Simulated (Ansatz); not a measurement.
B in space group I4_132 (No. 214; B on 8a) under volume change, r²SCAN in the plane-wave PAW code Ansatz, scaled uniformly.

```tsv
V (Å³/atom)	E − E(relaxed) (meV/atom)	P (GPa)
11.358	40.4	12.33
11.732	17.2	7.67
12.107	4.1	3.59
12.481	0.0	0.01
12.856	3.7	-3.14
13.230	14.4	-5.90
13.605	31.0	-8.32
```

Question: What does a third-order Birch–Murnaghan fit give for V₀, B₀ and B′?

Answer: V₀ = 12.48 Å³/atom, B₀ = 112 GPa, B′ = 3.3.

The start of the workflow was typed in or built on a structure type; neither database checked (COD, Materials Project) lists it. It is not the phase usual at ambient conditions (space group No. 166). Symmetry was held in the r²SCAN relaxation; whether a distortion lowers the energy is not shown.

Potentials: the later of the program's two PAW sets.
